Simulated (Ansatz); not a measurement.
LuNiC2 in space group Amm2 (No. 38; Lu on 2a, Ni on 2b, C on 4e), the program Ansatz at the r²SCAN level (PAW), all energies at zero smearing, with the estimated change up to a 700 eV cutoff added, with one set of potentials and settings (totals compare only within such a set). Cell of 4 atoms (1 Lu, 1 Ni, 2 C): -21094.016 eV.

```
element                             reference phase  E (eV/atom)
-------  ------------------------------------------  -----------
Lu                    P6_3/mmc, 2 atoms in the cell  -14743.6978
Ni       Fm-3m, 1 atoms in the cell, spin-polarised   -5845.2912
C                     P6_3/mmc, 4 atoms in the cell    -251.6711
```

Formation energy per atom, worked out: (-21094.016 − 1×(-14743.6978) − 1×(-5845.2912) − 2×(-251.6711))/4 = -0.421 eV/atom (-41 kJ per mol of atoms), at 0 K, without zero-point energy or fitted corrections.

The workflow started from a Materials Project entry (that database holds measured and hypothetical structures alike); the Crystallography Open Database copy checked does not list it. Whether it is the stable phase at ambient conditions was not checked. The cell was relaxed with r²SCAN under the symmetry of its start; whether a distortion lowers the energy is not shown. No spin polarisation was allowed. The references are the lowest solids computed at this level, not always the standard phases. Spin–orbit coupling is left out wherever it is not named.

Potentials: the later of the program's two PAW sets.
